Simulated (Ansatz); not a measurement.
### Question
Each is relaxed and computed with r²SCAN in the plane-wave PAW code Ansatz. Which is the only one with a gap?
A) Ti5Si, R32 (Ti on 6c, Ti on 9d, Si on 3b)
B) Ti5Si3, P6_3/mcm (Ti on 4d, Ti on 6g, Si on 6g)
C) TiZn2O4, Imma (Pearson symbol oI28)
D) Ti3GeC2, P6_3/mmc (Ti on 4f, Ti on 2a, Ge on 2b, C on 4f)

### Answer
C, TiZn2O4, Imma (Pearson symbol oI28). TiZn2O4: gap 1.86 eV (indirect); Ti5Si: metal; Ti5Si3: metal; Ti3GeC2: metal. Standing as an ambient phase not checked: TiZn2O4, Imma (Pearson symbol oI28); Ti5Si, R32 (Ti on 6c, Ti on 9d, Si on 3b); Ti5Si3, P6_3/mcm (Ti on 4d, Ti on 6g, Si on 6g); Ti3GeC2, P6_3/mmc (Ti on 4f, Ti on 2a, Ge on 2b, C on 4f). Perhaps ordered models of mixed-site phases: TiZn2O4, Imma (Pearson symbol oI28). All cells were relaxed under the symmetry of their starts (and spin orders); stability against distortions was not tested throughout. Rows with no word on spin ran without spin polarisation. Spin–orbit coupling is left out wherever it is not named.

Potentials: the later of the program's two PAW sets.
